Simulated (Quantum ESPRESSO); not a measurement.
pw.x input (Quantum ESPRESSO 7.5; PBEsol, PseudoDojo standard norm-conserving files, scalar-relativistic):

```
&CONTROL
  calculation = 'scf'
  pseudo_dir = './pseudo'
  outdir = './out'
  tprnfor = .true.
  tstress = .true.
/
&SYSTEM
  ibrav = 0
  nat = 2
  ntyp = 1
  ecutwfc = 92.0
  ecutrho = 368.0
  occupations = 'smearing'
  smearing = 'fd'
  degauss = 0.005
  nbnd = 23
/
&ELECTRONS
  conv_thr = 2e-10
/
ATOMIC_SPECIES
Cu 63.5460 Cu.upf
CELL_PARAMETERS angstrom
  2.534100011000   0.000000000000   0.000000000000
 -1.267050005000   2.194594985000   0.000000000000
  0.000000000000   0.000000000000   4.112570000000
ATOMIC_POSITIONS crystal
Cu   0.333333333000   0.666666667000   0.250000000000
Cu   0.666666667000   0.333333333000   0.750000000000
K_POINTS automatic
21 21 12 0 0 0
```

End of the output:

```
     total energy              =    -757.83258827 Ry
     estimated scf accuracy    <       0.00000023 Ry
     total energy              =    -757.83258830 Ry
     estimated scf accuracy    <          6.0E-09 Ry
     total energy              =    -757.83258830 Ry
     estimated scf accuracy    <          1.6E-09 Ry
[...]
     the Fermi energy is    17.9447 ev
!    total energy              =    -757.83258830 Ry
     estimated scf accuracy    <          2.6E-11 Ry
     smearing contrib. (-TS)   =      -0.00071389 Ry
     internal energy E=F+TS    =    -757.83187441 Ry
     The total energy is F=E-TS. E is the sum of the following terms:
     one-electron contribution =    -397.57075255 Ry
     hartree contribution      =     221.96875516 Ry
     xc contribution           =     -92.44726246 Ry
     ewald contribution        =    -489.78261455 Ry
     convergence has been achieved in  11 iterations
     Forces acting on atoms (cartesian axes, Ry/au):
     atom    1 type  1   force =     0.00000000    0.00000000    0.00000000
     atom    2 type  1   force =     0.00000000    0.00000000    0.00000000
     Total force =     0.000000     Total SCF correction =     0.000000
     Computing stress (Cartesian axis) and pressure
          total   stress  (Ry/bohr**3)                   (kbar)     P=      -19.68
  -0.00019709   0.00000000   0.00000000          -28.99        0.00        0.00
   0.00000000  -0.00019709  -0.00000000            0.00      -28.99       -0.00
   0.00000000   0.00000000  -0.00000716            0.00        0.00       -1.05
```

Geometry of the Materials Project entry, not relaxed at this level.
